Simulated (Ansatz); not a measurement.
Is this HfSi3O8 structure stable?

The cell was found from a structure generator's guess, not taken from experiment.

Theory: Ansatz 0.2.0, DFT PBE, scalar-relativistic, plane waves, PAW. Cutoff 420 eV, Γ-centred 4×4×4 mesh (12-atom cell), Gaussian smearing of 0.02 eV, no spin polarisation.

```cif
data_structure
_symmetry_space_group_name_H-M 'P 1'
_symmetry_Int_Tables_number 1
_cell_length_a 5.3228
_cell_length_b 5.3228
_cell_length_c 7.9365
_cell_angle_alpha 90.000
_cell_angle_beta 90.000
_cell_angle_gamma 90.000
_cell_volume 224.86
loop_
_atom_site_label
_atom_site_type_symbol
_atom_site_fract_x
_atom_site_fract_y
_atom_site_fract_z
_atom_site_occupancy
Hf1 Hf 0.50000 0.50000 0.50000 1
Si1 Si 0.00000 0.00000 0.00000 1
Si2 Si 0.50000 0.00000 0.77814 1
Si3 Si 0.00000 0.50000 0.22186 1
O1 O 0.42269 0.76876 0.65548 1
O2 O 0.93040 0.25162 0.10908 1
O3 O 0.74838 0.93040 0.89092 1
O4 O 0.23124 0.42269 0.34452 1
O5 O 0.57731 0.23124 0.65548 1
O6 O 0.06960 0.74838 0.10908 1
O7 O 0.25162 0.06960 0.89092 1
O8 O 0.76876 0.57731 0.34452 1
```

The zero of energy is the elements' standard structures at the same level (O₂ as a molecule); no fitted shifts are applied.

Question: These tests were run: energy against the elements; random kick, then relaxation without symmetry; phonons at Γ. What do they show?

Answer:

| test | result |
| --- | --- |
| energy against the elements | −2.872 eV/atom |
| random kick, then relaxation without symmetry | returns |
| phonons at Γ | imaginary modes down to 31i cm⁻¹ |

It fails one test: phonons at Γ. So it isn't even a local minimum.

These runs have no spin–orbit coupling, which can matter for Hf. The kick test ran on a coarse mesh. The run for the phonons used a 4×4×4 k mesh.
